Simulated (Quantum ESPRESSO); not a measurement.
Zr6AgTa, input and log of a self-consistent run

Simulated, not a measurement. The program is pw.x of Quantum ESPRESSO 7.5 (plane-wave density functional theory). The cell is made up: eight metal atoms on a face-centred cubic lattice, with elements, volume, strain and displacements drawn at random and not relaxed, so it may be unstable or far from any real phase. PseudoDojo standard norm-conserving files set the functional (PBE unless stated); there is no spin polarisation or spin-orbit coupling, the Fermi-Dirac width of 0.25 eV means electrons at about 2900 K, and the masses in the input are unused placeholders. Heavy elements are run without spin-orbit coupling, which real alloys of them have. A spin test at this wide smearing found no moment, but such smearing suppresses magnetism that the real alloy may have.

Input:

```
&control calculation='scf', pseudo_dir='./dojo.nc.sr.pbe.v0_5.standard.upf', outdir='./o', disk_io='minimal', tprnfor=.true., tstress=.true. /
&system ibrav=0, nat=8, ntyp=3, nbnd=69, ecutwfc=82.02448710, nosym=.true., tot_charge=0,
 occupations='smearing', smearing='fd', degauss=0.0183746611
/
&electrons conv_thr=1.470e-08, electron_maxstep=70, mixing_beta=0.5 /
ATOMIC_SPECIES
Ag 1.0 Ag.upf
Ta 1.0 Ta.upf
Zr 1.0 Zr.upf
CELL_PARAMETERS angstrom
0.0 -2.2622 -2.2622
0.0 4.5243 -4.5243
9.0488 0.0 0.0
ATOMIC_POSITIONS angstrom
Zr -0.0656 0.0734 -0.013
Zr 4.547 0.0148 -0.0652
Ag 0.1325 2.2415 -2.3822
Zr 4.4085 2.322 -2.2571
Zr 2.4336 -0.1543 -2.2589
Zr 6.8038 0.0043 -2.1834
Ta 2.2176 2.2732 -4.5124
Zr 6.7031 2.3564 -4.5274
K_POINTS automatic
7 4 3 1 1 1
```

The log is shortened where brackets say so; the opening notice, blank lines, dates and the lines on written files are dropped, and the path of the files is cut. It prints rydbergs, bohrs and kilobars, and counts compression as positive stress. Its total energy is the free energy E - TS of the whole cell.

```
     Program PWSCF v.7.5
     Parallel version (MPI & OpenMP), running on       4 processor cores
     Number of MPI processes:                 4
     Threads/MPI process:                     1
     [start-up lines left out]
     bravais-lattice index     =            0
     lattice parameter (alat)  =       6.0457  a.u.
     unit-cell volume          =    1249.9711 (a.u.)^3
     number of atoms/cell      =            8
     number of atomic types    =            3
     number of electrons       =       104.00
     number of Kohn-Sham states=           69
     kinetic-energy cutoff     =      82.0245  Ry
     charge density cutoff     =     328.0979  Ry
     scf convergence threshold =      1.5E-08
     mixing beta               =       0.5000
     number of iterations used =            8  plain     mixing
     Exchange-correlation= PBE
                           (   1   4   3   4   0   0   0)
     [axes and pseudopotential details left out]
   Cartesian axes
     site n.     atom                  positions (alat units)
         1        Zr     tau(   1) = (  -0.0205049   0.0229430  -0.0040635  )
         2        Zr     tau(   2) = (   1.4212778   0.0046261  -0.0203799  )
         3        Ag     tau(   3) = (   0.0414162   0.7006365  -0.7446158  )
         4        Zr     tau(   4) = (   1.3779861   0.7257988  -0.7055126  )
         5        Zr     tau(   5) = (   0.7606821  -0.0482303  -0.7060753  )
         6        Zr     tau(   6) = (   2.1266966   0.0013441  -0.6824759  )
         7        Ta     tau(   7) = (   0.6931659   0.7105451  -1.4104627  )
         8        Zr     tau(   8) = (   2.0952203   0.7365513  -1.4151513  )
     number of k points=    42  Fermi-Dirac smearing, width (Ry)=  0.0184
                       cart. coord. in units 2pi/alat
        k(    1) = (   0.0589256  -0.0063125  -0.0947028), wk =   0.0476190
        k(    2) = (  -0.1767767  -0.0063125  -0.0947028), wk =   0.0476190
     [further k points left out]
     Dense  grid:   125421 G-vectors     FFT dimensions: (  36,  72, 100)
     Estimated max dynamical RAM per process >     391.07 MB
     Estimated total dynamical RAM >       1.44 GB
     Initial potential from superposition of free atoms
     starting charge     103.9845, renormalised to     104.0000
     Starting wfcs are   80 randomized atomic wfcs
     total cpu time spent up to now is        5.9 secs
     per-process dynamical memory:   298.4 Mb
     Self-consistent Calculation
     iteration #  1     ecut=    82.02 Ry     beta= 0.50
     Davidson diagonalization with overlap
     ethr =  1.00E-02,  avg # of iterations =  2.7
     total cpu time spent up to now is       17.5 secs
     total energy              =   -1045.30801097 Ry
     estimated scf accuracy    <       3.64872472 Ry
     iteration #  2     ecut=    82.02 Ry     beta= 0.50
     Davidson diagonalization with overlap
     ethr =  3.51E-03,  avg # of iterations =  5.5
     total cpu time spent up to now is       32.7 secs
     total energy              =   -1043.10767399 Ry
     estimated scf accuracy    <      73.82706868 Ry
     iteration #  3     ecut=    82.02 Ry     beta= 0.50
     Davidson diagonalization with overlap
     ethr =  3.51E-03,  avg # of iterations =  5.5
     total cpu time spent up to now is       46.8 secs
     total energy              =   -1047.01560701 Ry
     estimated scf accuracy    <       8.23277857 Ry
     iteration #  4     ecut=    82.02 Ry     beta= 0.50
     Davidson diagonalization with overlap
     ethr =  3.51E-03,  avg # of iterations =  2.0
     total cpu time spent up to now is       56.8 secs
     total energy              =   -1047.42434211 Ry
     estimated scf accuracy    <       4.90297824 Ry
     iteration #  5     ecut=    82.02 Ry     beta= 0.50
     Davidson diagonalization with overlap
     ethr =  3.51E-03,  avg # of iterations =  1.0
     total cpu time spent up to now is       65.5 secs
     total energy              =   -1047.66281942 Ry
     estimated scf accuracy    <       0.42714055 Ry
     [iterations 6 to 16 left out]
     iteration # 17     ecut=    82.02 Ry     beta= 0.50
     Davidson diagonalization with overlap
     ethr =  1.02E-09,  avg # of iterations =  6.0
     total cpu time spent up to now is      197.5 secs
     total energy              =   -1047.67055435 Ry
     estimated scf accuracy    <       0.00000088 Ry
     iteration # 18     ecut=    82.02 Ry     beta= 0.50
     Davidson diagonalization with overlap
     ethr =  8.42E-10,  avg # of iterations =  2.0
     total cpu time spent up to now is      206.8 secs
     total energy              =   -1047.67055441 Ry
     estimated scf accuracy    <       0.00000014 Ry
     iteration # 19     ecut=    82.02 Ry     beta= 0.50
     Davidson diagonalization with overlap
     ethr =  1.39E-10,  avg # of iterations =  3.1
     total cpu time spent up to now is      217.2 secs
     total energy              =   -1047.67055443 Ry
     estimated scf accuracy    <       0.00000002 Ry
     iteration # 20     ecut=    82.02 Ry     beta= 0.50
     Davidson diagonalization with overlap
     ethr =  2.25E-11,  avg # of iterations =  5.0
     total cpu time spent up to now is      229.3 secs
     total energy              =   -1047.67055443 Ry
     estimated scf accuracy    <       0.00000004 Ry
     iteration # 21     ecut=    82.02 Ry     beta= 0.50
     Davidson diagonalization with overlap
     ethr =  2.25E-11,  avg # of iterations =  2.3
     total cpu time spent up to now is      239.3 secs
     End of self-consistent calculation
     [lines on levels left out]
!    total energy              =   -1047.67055442 Ry
     estimated scf accuracy    <       0.00000001 Ry
     smearing contrib. (-TS)   =      -0.15920734 Ry
     internal energy E=F+TS    =   -1047.51134708 Ry
     The total energy is F=E-TS. E is the sum of the following terms:
     one-electron contribution =    -322.64290285 Ry
     hartree contribution      =     201.44726833 Ry
     xc contribution           =    -195.73382325 Ry
     ewald contribution        =    -730.58188932 Ry
     convergence has been achieved in  21 iterations
     Forces acting on atoms (cartesian axes, Ry/au):
     atom    1 type  3   force =     0.03029109   -0.01500551    0.01267747
     atom    2 type  3   force =    -0.00769988   -0.01978645    0.02159513
     atom    3 type  1   force =    -0.00274535    0.00090784    0.00612155
     atom    4 type  3   force =     0.00918354    0.01044814   -0.01298249
     atom    5 type  3   force =    -0.05781910    0.01766753   -0.00500368
     atom    6 type  3   force =     0.00002551    0.01891257   -0.02887028
     atom    7 type  2   force =     0.00445994    0.00848569   -0.00688355
     atom    8 type  3   force =     0.02430424   -0.02162982    0.01334586
     Total force =     0.094211     Total SCF correction =     0.000312
     Computing stress (Cartesian axis) and pressure
          total   stress  (Ry/bohr**3)                   (kbar)     P=      -31.07
  -0.00021673  -0.00001486  -0.00002787          -31.88       -2.19       -4.10
  -0.00001486  -0.00021399  -0.00002350           -2.19      -31.48       -3.46
  -0.00002787  -0.00002350  -0.00020301           -4.10       -3.46      -29.86
     init_run     :      5.60s CPU      5.86s WALL (       1 calls)
     electrons    :    228.59s CPU    233.33s WALL (       1 calls)
     forces       :      1.97s CPU      1.99s WALL (       1 calls)
     stress       :      6.83s CPU      6.96s WALL (       1 calls)
     [timing details left out]
     PWSCF        :   4m 3.07s CPU   4m 8.28s WALL
     JOB DONE.
```

In other units: free energy -14254.284 eV for the cell, pressure -3.11 GPa, largest force component 1.487 eV/Å in size. The run took 250 s of wall time with four MPI processes on a shared machine (AMD EPYC, Zen 5, virtual cores), so the time is rough. A rerun of this cell at a higher cutoff and on a denser mesh moved values by no more than 0.004 eV in energy, 0.04 GPa in stress and 0.004 eV/Å in force, and a second program with other atomic files agreed on that cell to 2 % rms in force and 0.5 GPa in pressure.